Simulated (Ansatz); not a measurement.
Data:

TaSi2:
```cif
data_Si2Ta
_chemical_formula_sum 'Ta1 Si2'
_space_group_name_H-M_alt 'P 1'
_space_group_IT_number 1
_cell_length_a 4.68256
_cell_length_b 4.68256
_cell_length_c 4.68256
_cell_angle_alpha 139.336
_cell_angle_beta 139.336
_cell_angle_gamma 58.863
loop_
_space_group_symop_operation_xyz
  'x, y, z'
loop_
_atom_site_label
_atom_site_type_symbol
_atom_site_fract_x
_atom_site_fract_y
_atom_site_fract_z
_atom_site_occupancy
Ta1 Ta 0.00000 0.00000 0.00000 1
Si1 Si 0.33166 0.33166 0.00000 1
Si2 Si 0.66834 0.66834 0.00000 1
```

This is the PBEsol-relaxed structure.

**Question.** All from the program Ansatz at the PBEsol level (PAW), unless another level is named. Predict the highest zone-centre frequency.

**Answer.** 351 cm⁻¹.

**Question.** And the bulk modulus (Birch–Murnaghan fit)?

**Answer.** 1910 kbar.

Space group I4/mmm (MoSi2 or CaC2 type). The cell is a constructed one: a structure type filled with these elements; neither database checked (COD, Materials Project) lists it. COD files the formula under space group No. 180, 181, so this cell is another polymorph or a model. Its standing as an ambient phase is unchecked. The PBEsol relaxation kept the symmetry of its start; of distortions, only those at the zone centre were tested. The run is not spin-polarised. As this level gives no gap, phonon frequencies hold no LO–TO term and depend on the k-mesh and smearing (Fermi–Dirac, 0.1 eV here). Spin–orbit coupling is left out wherever it is not named.

Potentials: the later of the program's two PAW sets.
